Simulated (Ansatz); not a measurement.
Input:

Starting cell, C (diamond):

```
CELL_PARAMETERS angstrom
      0.00000     3.57162     3.57162
      1.78581     0.00000     1.78581
      1.78581     1.78581     0.00000
ATOMIC_POSITIONS crystal
  C  0.25000 0.50000 0.50000
  C  0.75000 0.50000 0.50000
  C  0.37500 0.75000 0.75000
  C  0.87500 0.75000 0.75000
```

The atoms are displaced by Q × the pattern below (from a DFPT mode at L = (0.5, 0.0, 0.0), largest move 1; Q in Å), at fixed cell. It is one choice among 2 degenerate patterns. (q is in reciprocal vectors of the primitive cell; the cell shown is doubled to hold the pattern.)

| atom | x | y | z |
|---|---|---|---|
| C1 | -0.285 | 0.520 | -0.805 |
| C2 | 0.285 | -0.520 | 0.805 |
| C3 | -0.285 | 0.520 | -0.805 |
| C4 | 0.285 | -0.520 | 0.805 |

Calculation: PBE (plane waves to 420 eV, PAW, scalar-relativistic; Ansatz, a first-principles code). k mesh 8×16×16 (Γ-centred), Fermi-Dirac smearing 0.05 eV. Energies are smeared free energies. C was relaxed with its symmetry unable to fall. The PAW data are Ansatz's earlier set. The zero of ΔE is the undisplaced structure.

The scan covers Q from -0.100 to 0.100 Å in 13 points.

**Question.** Which space group does the distorted structure have?

**Answer.** P-1 (No. 2), lowered from Fd-3m.

**Question.** What is the energy change at Q = 0.100 Å?

**Answer.** 264.2 meV/cell.

**Question.** What harmonic wavenumber does the curvature at Q = 0 give?

**Answer.** 546 cm⁻¹.

(A displaced cell: forces are minus the slopes of the energy, force constants its curvatures, and phonons follow from these.)
